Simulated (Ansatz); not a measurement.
Sr:
Space group Fm-3m (No. 225); a = 6.080 Å, b = 6.080 Å, c = 6.080 Å, α = 90.00°, β = 90.00°, γ = 90.00°

```tsv
atom	site	symmetry	x	y	z
Sr	4a	m-3m	0.0000	0.0000	0.0000
```
(The calculation used a cell of 1 atom; values per cell refer to that cell.)

Relaxed with r²SCAN+D4 (plane waves, PAW; program Ansatz). Indices refer to the conventional cell of Fm-3m, a = b = c = 6.0797 Å, α = β = γ = 90.00°.

Simulate the powder diffraction pattern (Cu Kα, λ = 1.54184 Å; lines above 1 %) up to 2θ = 90°.

Simulated powder pattern, Cu Kα, λ = 1.54184 Å (kinematic, ideal powder, no thermal factors, no anomalous dispersion; the 30 strongest lines at most, above 1 %, up to 2θ = 90°):

```csv
2θ (°),d (Å),I/Imax (%),hkl
25.37,3.510,100,(111)
29.38,3.040,52,(200)
42.03,2.149,39,(220)
49.74,1.833,47,(311)
52.11,1.755,14,(222)
60.96,1.520,6.3,(400)
67.11,1.395,19,(331)
69.09,1.359,17,(420)
76.81,1.241,13,(422)
82.43,1.170,14,(511)+(333)
```

Symmetry was held in the r²SCAN+D4 relaxation. The pairwise dispersion correction was not fitted to metals.

Potentials: the later of the program's two PAW sets.
